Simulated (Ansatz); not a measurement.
**LiFeAsHO₅, one structure, two calculations**

Cell: a measured structure from the Crystallography Open Database (COD), ions relaxed with PBE at fixed cell.

```cif
data_structure
_symmetry_space_group_name_H-M 'P 1'
_symmetry_Int_Tables_number 1
_cell_length_a 5.2652
_cell_length_b 5.4841
_cell_length_c 7.3932
_cell_angle_alpha 110.669
_cell_angle_beta 105.318
_cell_angle_gamma 98.160
_cell_volume 185.98
loop_
_atom_site_label
_atom_site_type_symbol
_atom_site_fract_x
_atom_site_fract_y
_atom_site_fract_z
_atom_site_occupancy
Li1 Li 0.56390 0.44671 0.81682 1
Li2 Li 0.43610 0.55329 0.18318 1
Fe3 Fe 0.50000 0.00000 0.00000 1
Fe4 Fe 0.00000 0.50000 0.50000 1
H5 H 0.49162 0.73166 0.64405 1
H6 H 0.50838 0.26834 0.35595 1
As7 As 0.94994 0.13670 0.76679 1
As8 As 0.05006 0.86330 0.23321 1
O9 O 0.29551 0.24094 0.88630 1
O10 O 0.70449 0.75906 0.11370 1
O11 O 0.83546 0.35761 0.67032 1
O12 O 0.16454 0.64239 0.32968 1
O13 O 0.80520 0.17318 0.95272 1
O14 O 0.19480 0.82682 0.04728 1
O15 O 0.37616 0.68943 0.72021 1
O16 O 0.62384 0.31057 0.27979 1
O17 O 0.82948 0.81556 0.58160 1
O18 O 0.17052 0.18444 0.41840 1
```

Atom numbers follow the list; atoms alike are taken as one site, whose name carries the number of the first.

First run. Computed with Ansatz: DFT, PBE, plane waves and PAW, scalar-relativistic, collinear spin, 420 eV cutoff, Γ-centred 4×4×3 k-points, Fermi–Dirac smearing 0.02 eV. Start moments as typed (μB): 0 0 5 -5 0 0 0 0 0 0 0 0 0 0 0 0 0 0 by atom. The program fits them to the shells of the files, so those used differ somewhat.

```tsv
site	atom	V_zz (10²¹ V/m²)	η	m (μB)
Li	1	0.095	0.79	0.00
Fe3	3	-4.14	0.69	3.66
Fe4	4	-2.27	0.76	-3.76
H	5	3.51	0.06	0.00
As	7	2.13	0.65	0.00
O9	9	12.61	0.29	0.08
O11	11	12.48	0.41	-0.08
O13	13	12.68	0.07	0.10
O15	15	8.58	0.87	0.00
O17	17	13.16	0.23	-0.08
```

Second run. The same atoms and settings, except that a Hubbard term is added (U = 5.0 eV on Fe d).

**Question.** Given the first result, estimate the second.

**Answer.** 

| site | atom | V_zz | η | change of V_zz | m (μB) |
| --- | --- | --- | --- | --- | --- |
| Li | 1 | 0.10 | 0.66 | +0.01 | 0.00 |
| Fe3 | 3 | -4.67 | 0.98 | -0.53 | 3.91 |
| Fe4 | 4 | -2.67 | 0.76 | -0.40 | -3.99 |
| H | 5 | 3.50 | 0.07 | -0.01 | 0.00 |
| As | 7 | 1.81 | 0.75 | -0.32 | 0.00 |
| O9 | 9 | 12.67 | 0.30 | +0.06 | 0.07 |
| O11 | 11 | 12.78 | 0.48 | +0.30 | -0.07 |
| O13 | 13 | 13.12 | 0.10 | +0.44 | 0.07 |
| O15 | 15 | 9.15 | 0.92 | +0.57 | 0.00 |
| O17 | 17 | 13.32 | 0.28 | +0.16 | -0.06 |

The largest change of V_zz is on O15, from 8.58 to 9.15. The whole tensor moves most on Fe3, by 1.28 along its most changed direction. In per cent, |V_zz| changes by +13 to +18 on Fe, 0 on H, -15 on As, 0 to +7 on O (all sites that start above 0.5). Where |V_zz| stays above 0.1, η moves most on Fe3, from 0.69 to 0.98. The absolute magnetisation of the cell goes from 9.2 to 9.5 μB. Isomer shifts (Fe against α-Fe, from the density at the nucleus and a line fitted to measured compounds for each functional; the lines scatter by about 0.1 mm/s, so smaller changes between functionals mean little): Fe3 0.55 → 0.33 mm/s; Fe4 0.59 → 0.36 mm/s.

With these PAW files V_zz is typically within 2 to 3 % of all-electron values, but misses above 10 % occur on Fe, Li. The entry's hydrogen positions were far off; the other atoms hardly move on relaxation. The magnetic order is the one that the run reached from its start moments, not necessarily the measured one.
For the first run: At this cell the principal stresses reach 5 GPa in size with PBE, which can matter for small gradients. With a gap of 0.6 eV on this mesh, small gradients can still move by 0.1 × 10²¹ V/m² or more as the k-mesh gets denser.
For the second run: At this cell the principal stresses reach 5 GPa in size with PBE+U, which can matter for small gradients. The largest force is 0.5 eV/Å, so the atoms aren't at the calculated equilibrium and relaxing them would move these values.
